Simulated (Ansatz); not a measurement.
# Two inputs for PbF2 with an F vacancy

Cell: a supercell of PbF2 (fluorite type, Fm-3m) built from a Materials Project structure (computed, not necessarily an observed phase), with all atoms left at the host's positions.

```
Pb F
1.0
     0.00000    5.91590    5.91590
     5.91590    0.00000    5.91590
     5.91590    5.91590    0.00000
Pb F
8 15
Cartesian
  0.0000 0.0000 0.0000
  2.9579 2.9579 0.0000
  2.9579 0.0000 2.9579
  5.9159 2.9579 2.9579
  0.0000 2.9579 2.9579
  2.9579 5.9159 2.9579
  2.9579 2.9579 5.9159
  5.9159 5.9159 5.9159
  7.3949 7.3949 4.4369
  7.3949 4.4369 7.3949
  10.3528 7.3949 7.3949
  4.4369 7.3949 7.3949
  7.3949 10.3528 7.3949
  7.3949 7.3949 10.3528
  10.3528 10.3528 10.3528
  1.4790 1.4790 1.4790
  4.4369 4.4369 1.4790
  4.4369 1.4790 4.4369
  7.3949 4.4369 4.4369
  1.4790 4.4369 4.4369
  4.4369 7.3949 4.4369
  4.4369 4.4369 7.3949
  7.3949 7.3949 7.3949
```

Sites (sets of like atoms) are named by element and the number of their first atom in this list.

Reference run. All values are calculated (Ansatz; DFT, PBE, plane waves and PAW, scalar-relativistic, collinear spin, 420 eV cutoff, Γ-centred 3×3×3 k-points, Fermi–Dirac smearing 0.01 eV), not measured. Start moments as typed (μB): 0 0 0 0.5 0 0.5 0.5 0.5 0 0 0 0 0 0 0 0 0 0 0 0 0 0 0 by atom.

(1) The input is changed as follows: `kpoints.mp_grid.grid`: [3, 3, 3] → [1, 1, 1]; `scf.max_iter`: not typed → 60. What happens to V_zz (10²¹ V/m²) and η?

Answers

(1) 

```
site  atom  V_zz reference  η reference  V_zz changed  η changed
 Pb1     1           -1.82         0.00         -3.35       0.00
 Pb4     4           -21.4         0.00         -20.5       0.00
  F9     9            0.29         0.04         0.015       0.83
 F17    17           0.097         0.93         0.074       0.35
```

The largest change of V_zz along a kept axis is on Pb1, from -1.82 to -3.35. In per cent, |V_zz| changes by -4 on Pb (all sites that start above 2). On F9 the largest principal value lies along another axis in the second run, so the two V_zz can't be compared directly. Sites without a gradient aren't listed. The changed run opens a gap. The absolute magnetisation of the cell goes from 0.1 to 1.1 μB. SCF iterations: 14 and 15. New warnings: stability check not made. The changed input holds the Γ point alone as its k-mesh, so its numbers aren't properties of the crystal.

On the reference run: The defect repeats with the cell of 23 atoms, so it feels its images: sites between two images don't show the values beside a lone defect, and zeros or small values of η there can come from the images' arrangement. The defect cell has no gap above 0.1 eV on its mesh, so the values can hang on the smearing and the k-mesh. Spin–orbit coupling is left out, which shifts gradients on Pb by a few per cent in wide-gap crystals, and can shift them far more where the calculated gap is small or absent, as here. The run lost most of its start moments on Pb; a state with other moments may lie lower. The neighbours have not yet relaxed around the defect (largest force 0.15 eV/Å), so a real crystal will differ.
